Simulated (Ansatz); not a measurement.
TaNOF:
```yaml
crystal:
  lattice:
    - [3.87955, 0.00000, 0.00000]
    - [0.00000, 3.94532, 0.00000]
    - [0.00000, 0.00000, 4.07076]
  atoms:
    - { symbol: Ta, position: [0.00000, 0.00000, 0.00000] }
    - { symbol: N, position: [0.00000, 0.50000, 0.00000] }
    - { symbol: O, position: [0.50000, 0.00000, 0.00000] }
    - { symbol: F, position: [0.00000, 0.00000, 0.50000] }
```

Relaxed with PBEsol. Special points in fractions of this cell's reciprocal vectors: Γ (0.000, 0.000, 0.000); X (0.500, 0.000, 0.000); S (0.500, 0.500, 0.000); Y (0.000, 0.500, 0.000); Z (0.000, 0.000, 0.500); U (0.500, 0.000, 0.500); R (0.500, 0.500, 0.500); T (0.000, 0.500, 0.500).

Question: List the band energies nearest the Fermi level at these points for PBEsol with spin–orbit coupling (plane waves, PAW; program Ansatz).

Answer: In eV from the Fermi level; about four levels below and three above (degenerate sets whole), none deeper than 8.9 eV; points with the same levels are listed once.

```json
[
 {"k": "Γ", "below": "-2.07 -2.07 -2.03 -2.03", "above": "0.18 0.18 0.29 0.29"},
 {"k": "X", "below": "-3.39 -3.39 -0.58 -0.58", "above": "0.08 0.08 0.24 0.24"},
 {"k": "S", "below": "-3.42 -3.42 -1.97 -1.97", "above": "0.71 0.71 4.83 4.83"},
 {"k": "Y", "below": "-1.96 -1.96 -1.94 -1.94", "above": "1.96 1.96 4.88 4.88"},
 {"k": "Z", "below": "-2.11 -2.11 -0.34 -0.34", "above": "0.31 0.31 0.43 0.43"},
 {"k": "U", "below": "-0.56 -0.56 -0.43 -0.43", "above": "0.09 0.09 3.32 3.32"},
 {"k": "R", "below": "-2.26 -2.26 -0.86 -0.86", "above": "0.73 0.73 5.63 5.63"},
 {"k": "T", "below": "-1.92 -1.92 -0.94 -0.94", "above": "3.29 3.29 5.98 5.98"}
]
```

Space group Pmmm. The start of the workflow was typed in or built on a structure type; neither database checked (COD, Materials Project) lists it. Whether it is the stable phase at ambient conditions was not checked. The cell keeps a stress of up to 0.3 GPa. The PBEsol relaxation kept the symmetry of its start. At this level the phase is dynamically unstable (imaginary phonons). No spin polarisation was allowed. With an odd number of electrons in the cell and no spin polarisation, the count alone makes it a metal.

Potentials: the earlier of the program's two PAW sets. The files were generated under PBE; for other functionals the program regenerates the frozen cores, and for LDA and PBEsol the local potential too.
